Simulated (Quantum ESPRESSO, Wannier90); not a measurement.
**BaTiO$_{3}$ (R3m), plane waves to Wannier functions**

```xyz
5
Lattice="2.8483 1.6444 2.3356 -2.8483 1.6444 2.3356 0.0000 -3.2889 2.3356" Properties=species:S:1:pos:R:3 pbc="T T T"
Ba     0.0000     0.0000     0.0010
Ti     0.0000     0.0000    -3.4099
O      1.4504    -0.8374     2.2366
O      0.0000     1.6748     2.2366
O     -1.4504    -0.8374     2.2366
```

Materials Project entry mp-5020; symmetrised, unrelaxed at this level. COD (Crystallography Open Database) has the formula in 5 space groups, this one among them (matched by group alone). Computed values, not measurements, from PBEsol: Quantum ESPRESSO (norm-conserving PseudoDojo potentials, cutoff 68 Ry, spinors with spin-orbit coupling) on a Γ-centred 6×6×6 mesh, then Wannier90. Density: 8×8×8 mesh, cold smearing 0.01 Ry.

A tight-binding model is made by disentanglement and projection with no localisation steps (num_iter = 0), so the 28 orbitals stay atom-like: hydrogen-like Ti: d; O: p, axes along x, y, z; frozen window up to 3.86 eV relative to the valence-band maximum. It follows pw.x to 0.5 meV rms for states up to 3.4 eV relative to the valence-band maximum. Matrix elements depend on this choice of orbitals and windows.

The 30 largest hoppings ⟨m,0|H|n,R⟩ between different sites (one of each Hermitian pair; signs follow the real orbitals' lobes; the list may end inside a set of equal values):

```json
[
 {"m": "O4 py↑", "n": "Ti2 dyz↑", "R": "1 1 0", "distance of the centres (Å)": "1.91", "t (eV)": "2.012", "Im t (eV)": "0.000"},
 {"m": "O4 py↓", "n": "Ti2 dyz↓", "R": "1 1 0", "distance of the centres (Å)": "1.91", "t (eV)": "2.012", "Im t (eV)": "0.000"},
 {"m": "O5 px↑", "n": "Ti2 dxz↑", "R": "0 1 1", "distance of the centres (Å)": "1.91", "t (eV)": "1.342", "Im t (eV)": "0.000"},
 {"m": "O5 px↓", "n": "Ti2 dxz↓", "R": "0 1 1", "distance of the centres (Å)": "1.91", "t (eV)": "1.342", "Im t (eV)": "0.000"},
 {"m": "O3 px↑", "n": "Ti2 dxz↑", "R": "1 0 1", "distance of the centres (Å)": "1.91", "t (eV)": "1.342", "Im t (eV)": "0.000"},
 {"m": "O3 px↓", "n": "Ti2 dxz↓", "R": "1 0 1", "distance of the centres (Å)": "1.91", "t (eV)": "1.342", "Im t (eV)": "0.000"},
 {"m": "O4 py↑", "n": "Ti2 dyz↑", "R": "1 1 1", "distance of the centres (Å)": "2.13", "t (eV)": "-1.337", "Im t (eV)": "0.000"},
 {"m": "O4 py↓", "n": "Ti2 dyz↓", "R": "1 1 1", "distance of the centres (Å)": "2.13", "t (eV)": "-1.337", "Im t (eV)": "0.000"},
 {"m": "O4 pz↑", "n": "Ti2 dx2-y2↑", "R": "1 1 0", "distance of the centres (Å)": "1.91", "t (eV)": "-1.329", "Im t (eV)": "0.000"},
 {"m": "O4 pz↓", "n": "Ti2 dx2-y2↓", "R": "1 1 0", "distance of the centres (Å)": "1.91", "t (eV)": "-1.329", "Im t (eV)": "0.000"},
 {"m": "O4 px↑", "n": "Ti2 dxy↑", "R": "1 1 0", "distance of the centres (Å)": "1.86", "t (eV)": "1.259", "Im t (eV)": "0.000"},
 {"m": "O4 px↓", "n": "Ti2 dxy↓", "R": "1 1 0", "distance of the centres (Å)": "1.86", "t (eV)": "1.259", "Im t (eV)": "0.000"},
 {"m": "O5 py↑", "n": "Ti2 dx2-y2↑", "R": "0 1 1", "distance of the centres (Å)": "1.88", "t (eV)": "1.209", "Im t (eV)": "-0.003"},
 {"m": "O5 py↓", "n": "Ti2 dx2-y2↓", "R": "0 1 1", "distance of the centres (Å)": "1.88", "t (eV)": "1.209", "Im t (eV)": "0.003"},
 {"m": "O3 py↑", "n": "Ti2 dx2-y2↑", "R": "1 0 1", "distance of the centres (Å)": "1.88", "t (eV)": "1.209", "Im t (eV)": "0.003"},
 {"m": "O3 py↓", "n": "Ti2 dx2-y2↓", "R": "1 0 1", "distance of the centres (Å)": "1.88", "t (eV)": "1.209", "Im t (eV)": "-0.003"},
 {"m": "O5 py↑", "n": "Ti2 dxz↑", "R": "0 1 1", "distance of the centres (Å)": "1.90", "t (eV)": "1.161", "Im t (eV)": "0.002"},
 {"m": "O5 py↓", "n": "Ti2 dxz↓", "R": "0 1 1", "distance of the centres (Å)": "1.90", "t (eV)": "1.161", "Im t (eV)": "-0.002"},
 {"m": "O3 px↑", "n": "Ti2 dyz↑", "R": "1 0 1", "distance of the centres (Å)": "1.93", "t (eV)": "-1.161", "Im t (eV)": "-0.001"},
 {"m": "O3 px↓", "n": "Ti2 dyz↓", "R": "1 0 1", "distance of the centres (Å)": "1.93", "t (eV)": "-1.161", "Im t (eV)": "0.001"},
 {"m": "O3 py↑", "n": "Ti2 dxz↑", "R": "1 0 1", "distance of the centres (Å)": "1.90", "t (eV)": "-1.161", "Im t (eV)": "0.002"},
 {"m": "O3 py↓", "n": "Ti2 dxz↓", "R": "1 0 1", "distance of the centres (Å)": "1.90", "t (eV)": "-1.161", "Im t (eV)": "-0.002"},
 {"m": "O5 px↑", "n": "Ti2 dyz↑", "R": "0 1 1", "distance of the centres (Å)": "1.93", "t (eV)": "1.161", "Im t (eV)": "-0.001"},
 {"m": "O5 px↓", "n": "Ti2 dyz↓", "R": "0 1 1", "distance of the centres (Å)": "1.93", "t (eV)": "1.161", "Im t (eV)": "0.001"},
 {"m": "O5 pz↑", "n": "Ti2 dxy↑", "R": "0 1 1", "distance of the centres (Å)": "1.90", "t (eV)": "1.151", "Im t (eV)": "0.000"},
 {"m": "O5 pz↓", "n": "Ti2 dxy↓", "R": "0 1 1", "distance of the centres (Å)": "1.90", "t (eV)": "1.151", "Im t (eV)": "0.000"},
 {"m": "O3 pz↑", "n": "Ti2 dxy↑", "R": "1 0 1", "distance of the centres (Å)": "1.90", "t (eV)": "-1.151", "Im t (eV)": "0.000"},
 {"m": "O3 pz↓", "n": "Ti2 dxy↓", "R": "1 0 1", "distance of the centres (Å)": "1.90", "t (eV)": "-1.151", "Im t (eV)": "0.000"},
 {"m": "O5 px↑", "n": "Ti2 dxy↑", "R": "0 1 1", "distance of the centres (Å)": "1.92", "t (eV)": "1.110", "Im t (eV)": "0.003"},
 {"m": "O5 px↓", "n": "Ti2 dxy↓", "R": "0 1 1", "distance of the centres (Å)": "1.92", "t (eV)": "1.110", "Im t (eV)": "-0.003"}
]
```
